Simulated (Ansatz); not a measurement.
The relaxed structure here is a generated cell of AlNi: the first start was made by placing the elements on the sites of a structure type, and the end was not matched to a known phase here, so it may be hypothetical. Known forms of AlNi include space group No. 221.

The end point of a relaxation of AlNi. Space group R-3m (No. 166), AFLOW prototype AB_hR2_166_a_b (L1_1, as in CuPt). Method: PBEsol (plane waves to 420 eV, PAW, scalar-relativistic; Ansatz, a quantum-chemistry and plane-wave program).

```xyz
2
Lattice="1.3494 0.7791 3.8639 -1.3494 0.7791 3.8639 0.0000 -1.5581 3.8639" Properties=species:S:1:pos:R:3 pbc="T T T"
Al     0.0000     0.0000     0.0000
Ni     0.0000     0.0000     5.7958
```

* **Volume per atom**: 12.19 Å³
* **Density**: 5.84 g/cm³
* **Band gap**: no gap (metallic)
* **Magnetic moment**: zero (the starting moments vanished)
* **Shortest distances**: Al–Ni 2.48 Å; Al–Al 2.70 Å; Ni–Ni 2.70 Å
* **k-mesh**: 20×20×20

No spin polarisation in the result: the starting moments vanished. A magnetic state may lie lower.

The run could not lose the symmetry of its start: the end is stationary, and may be a saddle point rather than a minimum.

All atoms sit on sites fixed by symmetry, so only the cell could relax.
